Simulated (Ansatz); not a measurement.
Values for one crystal, relaxed and computed with DFT-PBEsol in the program Ansatz with PAW potentials; other levels are named.

```yaml
volume_per_atom: 12.46 Å³
electronic_character: metallic (no gap)
Formation energy from the elements (no fitted shifts): -2.91 eV/atom
Bulk modulus (Birch–Murnaghan fit): 215 GPa
Pressure derivative B′: 4.3
Density of states at the Fermi level: 0.07 states/eV per atom (mean over ±0.08 eV)
```

Which compound is it?
A. IrO2, rutile
B. Fe2O3, corundum
C. Hf2O3, P-4m2 (Hf on 2g, O on 1a, O on 1b, O on 1d)
D. V2O3, C2/c (V on 8f, O on 8f, O on 4e)

C, Hf2O3, P-4m2 (Hf on 2g, O on 1a, O on 1b, O on 1d)

The start of the workflow was typed in or built on a structure type; neither database checked (COD, Materials Project) lists it. Whether it is the stable phase at ambient conditions was not checked. Symmetry was held in the PBEsol relaxation; whether a distortion lowers the energy is not shown. The run is not spin-polarised. The references are the lowest solids computed at this level, not always the standard phases (solids in place of the gases). Spin–orbit coupling is left out wherever it is not named.

Potentials: the later of the program's two PAW sets.
